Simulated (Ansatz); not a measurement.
Data:

Cs$_{2}$WO$_{2}$F$_{4}$:
```yaml
crystal:
  lattice:
    - [5.58042, 3.14066, 0.00000]
    - [-5.58042, 3.14066, 0.00000]
    - [-0.22742, 0.00000, 5.14535]
  atoms:
    - { symbol: Cs, position: [0.67788, 0.32212, 0.30409] }
    - { symbol: Cs, position: [0.32212, 0.67788, 0.69591] }
    - { symbol: W, position: [0.00000, 0.00000, 0.00000] }
    - { symbol: O, position: [0.85868, 0.14132, 0.81754] }
    - { symbol: O, position: [0.14132, 0.85868, 0.18246] }
    - { symbol: F, position: [0.84067, 0.72020, 0.78093] }
    - { symbol: F, position: [0.15933, 0.27980, 0.21907] }
    - { symbol: F, position: [0.72020, 0.84067, 0.21907] }
    - { symbol: F, position: [0.27980, 0.15933, 0.78093] }
```

This is the HSE06-relaxed structure. Cartesian axes are those of the cell as given.

Question: All from plane-wave PAW HSE06 (Ansatz code), unless another level is named. Give the smallest direct gap on the standard path.

Answer: 4.27 eV.

Question: Give the band gap.

Answer: 4.23 eV (indirect).

Question: Predict the valence-band maximum.

Answer: off the standard path, at k = (0.167, 0.188, -0.500) in fractions of the reciprocal vectors.

Space group C2/m. The first step of the workflow began from a Materials Project structure, measured or hypothetical; the Crystallography Open Database copy checked does not list it. Its standing as an ambient phase is unchecked. The cell was relaxed with HSE06 under the symmetry of its start; its stability against distortions is not shown here. No spin polarisation was allowed. The hybrid was solved on a coarse mesh, the path and, where they were found, the r²SCAN edge points; its band edges are the extreme levels among these. Spin–orbit coupling is left out wherever it is not named.

Potentials: the later of the program's two PAW sets.
